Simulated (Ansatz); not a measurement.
Ca₃SnH₂:
```
Ca3SnH2
1.0
    4.42535    -5.68325     0.00000
    4.42535     5.68325     0.00000
    0.00000     0.00000     5.23336
Ca Sn H
6 2 4
Direct
  0.89069   0.10931   0.25000
  0.10931   0.89069   0.75000
  0.40814   0.18614   0.25000
  0.59186   0.81386   0.75000
  0.18614   0.40814   0.75000
  0.81386   0.59186   0.25000
  0.69329   0.30671   0.75000
  0.30671   0.69329   0.25000
  0.15164   0.15164   0.00000
  0.84836   0.84836   0.00000
  0.84836   0.84836   0.50000
  0.15164   0.15164   0.50000
```

Relaxed with r²SCAN. Special points in fractions of this cell's reciprocal vectors: Γ (0.000, 0.000, 0.000); Y (-0.500, 0.500, 0.000); C0 (-0.402, 0.598, 0.000); Σ0 (0.402, 0.402, 0.000); Z (0.000, 0.000, 0.500); A0 (0.402, 0.402, 0.500); E0 (-0.402, 0.598, 0.500); T (-0.500, 0.500, 0.500); S (0.000, 0.500, 0.000); R (0.000, 0.500, 0.500).

### Question
List the band energies nearest the valence-band maximum at these points for DFT-r²SCAN with spin–orbit coupling in the program Ansatz with PAW potentials.

### Answer
In eV from the valence-band maximum; about four levels below and three above (degenerate sets whole), none deeper than 8.9 eV; points with the same levels are listed once.

```csv
k,below,above
Γ,-0.30 -0.30 0.00 0.00,0.35 0.35 1.11 1.11
Y,-0.48 -0.48 -0.30 -0.30,1.35 1.35 1.35 1.35
C0,-0.52 -0.52 -0.31 -0.31,1.41 1.41 1.50 1.50
Z,-0.70 -0.70 -0.70 -0.70,1.13 1.13 1.13 1.13
A0,-0.58 -0.58 -0.50 -0.50,1.95 1.95 1.96 1.96
T,-0.55 -0.55 -0.55 -0.55,2.05 2.05 2.05 2.05
S,-0.46 -0.46 -0.26 -0.26,1.10 1.10 1.46 1.46
R,-0.48 -0.48 -0.48 -0.48,1.36 1.36 1.36 1.36
```

Space group Cmcm. The first step of the workflow began from a Materials Project structure, measured or hypothetical; the Crystallography Open Database files this formula in space group No. 63, but the cells were not matched. Whether it is the stable phase at ambient conditions was not checked. The cell was relaxed with r²SCAN under the symmetry of its start; its stability against distortions is not shown here.

Potentials: the later of the program's two PAW sets.
